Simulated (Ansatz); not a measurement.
LiCl (rock salt, space group No. 225), a = 5.150 Å, b = 5.150 Å, c = 5.150 Å, α = 90.00°, β = 90.00°, γ = 90.00°; the cell used has 2 atoms.

Relaxed with PBE.

Problem. Give the optical modes at the zone centre with their infrared and Raman activity from DFPT, plane-wave PAW PBE (Ansatz code).

Solution. Transverse frequencies, without the LO–TO term; a row sums one degenerate level.

```json
[
 {"ω (cm⁻¹)": "167", "degeneracy": "3", "IR ((D/Å)²/amu)": "16.81", "Raman (Å⁴/amu)": "0", "activity": "IR", "symmetry": "T1u"}
]
```

Problem. How high does the top mode go among those that the LO–TO term moves?

Solution. 383 cm⁻¹ for q along x.

Space group Fm-3m (rock salt). Symmetry was held in the PBE relaxation; phonons on a q-mesh show no instability.

Potentials: the later of the program's two PAW sets.
